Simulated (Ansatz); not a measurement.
Ansatz input

```yaml
crystal:
  lattice:
    - [1.6497429064, 0.0, 0.0]
    - [-0.8248714532, 1.4287192667, 0.0]
    - [0.0, 0.0, 6.7440766275]
  atoms:
    - { symbol: B, position: [0.3333333333, 0.6666666667, 0.25] }
    - { symbol: B, position: [0.6666666667, 0.3333333333, 0.75] }
hamiltonian:
  xc: lda
  pseudopotentials:
    kind: paw
    azcp:
      B: "pseudopotentials/B.paw.azcp"
basis:
  ecutwfc: 420
  fft_grid_basis: typed
kpoints:
  mp_grid: { grid: [24, 24, 5], shift: [0, 0, 0] }
magnetization:
  spin_polarized: false
scf:
  occupations: { method: fermi_dirac, width: 0.1 }
  lower_state_search: "off"
output:
  stress: true
  write_density: true
  write_potential: true
  elf: true
  volumetric_format: npy
```

and its output:

```
Warning: the record states the generating functional pbe (its physics header spells it `PBE`), which answers neither for hamiltonian.xc's functional nor for the lda family's — results may be inconsistent (PPs are generated against a specific XC)
Engine: ansatz 0.2.0, aarch64-unknown-linux-gnu
Pseudopotentials: kind: paw
Pseudopotential: B, paw, valence charge 3, recommended cutoff 420 eV (normal) 
Functional definition: SPW92
  exchange = slater_x
  correlation = pw_c
Crystal: 2 atoms, lattice volume = 15.896 Å³
Basis set: ecut = 420 eV, 317 PW (Γ)
Bands: 7, of which v1, the nominal top of the filled ones, is band 3 counted from 1 (2 counted from 0)
Symmetry: 24 space group operations
Space group: P63/mmc (ITA 194), of the structure as read, at distance tolerance 2.5e-5 Å
k-points: 183 of 2880
Non-local potential: B, projectors of the file, l = 0: 2, l = 1: 2, l = 2: 1
PAW form: soft (Blöchl's): semilocal exchange-correlation on the pseudo side does not see the compensation charge
PAW frozen core: B, regenerated for the run's functional, and the local potential with it (the file was generated under x = pbe(κ = 0.804, μ = 0.2195149727645171), c = pbe(β = 0.06672455060314922))
PAW one-centre angular grid: B, 110 points (default); XC on 64 Gauss nodes
Initial density: superposition of atomic densities (neutral atoms: chi_scale 0, normalization atom), corrected by the library's trained network
Initial wavefunctions: pseudopotential atomic-orbital guess
Functional: x = slater, c = lda
SCF iter   1: F=—  HF=-298.079264 eV  |F-HF|=—  |Δ(HF+E_count)|=         —  Δρ=1.96e-2  dr2=1.01e-1  ethr=1.77e-3  ⟨swp⟩=4.8  Hψ=9368  notcnv=0
SCF iter   2: F=—  HF=-298.057757 eV  |F-HF|=—  |Δ(HF+E_count)|=   2.15e-2  Δρ=1.24e-2  dr2=4.85e-2  ethr=1.69e-3  ⟨swp⟩=1.0  Hψ=2745  notcnv=0
SCF iter   3: F=—  HF=-298.038519 eV  |F-HF|=—  |Δ(HF+E_count)|=   1.92e-2  Δρ=1.63e-3  dr2=3.21e-4  ethr=8.09e-4  ⟨swp⟩=2.8  Hψ=2308  notcnv=0
SCF iter   4: F=—  HF=-298.038501 eV  |F-HF|=—  |Δ(HF+E_count)|=   1.86e-5  Δρ=8.77e-5  dr2=9.21e-7  ethr=5.35e-6  ⟨swp⟩=1.5  Hψ=1474  notcnv=0
SCF iter   5: F=—  HF=-298.038500 eV  |F-HF|=—  |Δ(HF+E_count)|=   4.22e-7  Δρ=3.61e-6  dr2=8.93e-10  ethr=1.53e-8  ⟨swp⟩=2.3  Hψ=1729  notcnv=0
SCF iter   6: F=-298.038500 eV  HF=-298.038500 eV  |F-HF|=4.43e-12  |Δ(HF+E_count)|=  8.75e-10  Δρ=5.18e-7  dr2=2.11e-11  ethr=1.49e-11  ⟨swp⟩=5.4  Hψ=6955  notcnv=0
SCF 1 converged in 6 iterations: F = -298.038500 eV  dr2 = 2.11e-11
SCF converged after 6 iterations
Free energy (F): -298.038500 eV
Harris-Foulkes:  -298.038500 eV  (|F-HF|=4.43e-12)
Internal energy: -298.023412 eV  (E = F + TS)
E sigma→0 (E₀):  -298.030956 eV
Entropy (-TS):   -0.015088 eV (-7.544 meV/atom)
Fermi energy:    9.183062 eV
--- Per-component energies (eV) ---
  E_band       = 0.382112
  E_kinetic    = 107.692607
  E_local      = -116.131757  (includes V_loc(G=0)·N_el)
  E_nonlocal   = 23.173323
  E_hartree    = 35.286641
  E_xc         = -65.585612
  E_vxc        = -78.164702  (∫ρ·V_xc dr)
  E_paw        = -145.718126  (= ΣΔE_a)
  E_vpaw       = -6.760638  (= ΣTr[D̂ρ^β])
  E_aug_tail   = -0.000009  (compensation charges beyond the density's cutoff)
  E_ewald      = -136.832148
  E_core_change = 0.091669  (= ΣΔE_core)
  E_smearing   = -0.015088  (= −TS)
  E_closure    = 0.000000  (closes the sum)
  Σ components = -298.038500   (vs F -298.038500, Δ=0.00e0)
--- Stress (GPa, compression-positive) ---
       28.045583      -0.000000       0.000000
        0.000000      28.045583       0.000000
        0.000000       0.000000       0.296120
  P = ⅓ Tr σ = 18.7958 GPa (187.958 kbar)
--- Band table (eV; the first three rows and the last of 183) ---
  k-point 0: bands = ["-8.6629", "-8.1092", "-0.4975", "2.1986", "11.5299", "19.5377", "25.3401"]
  k-point 1: bands = ["-8.6164", "-8.1697", "-0.2823", "1.8699", "12.1322", "18.1904", "26.9738"]
  k-point 2: bands = ["-8.4893", "-8.3195", "0.3072", "1.1129", "13.7096", "15.8663", "30.1680"]
  k-point 182: bands = ["5.6481", "5.6651", "5.6651", "5.6835", "18.5500", "18.5500", "19.6832"]
```
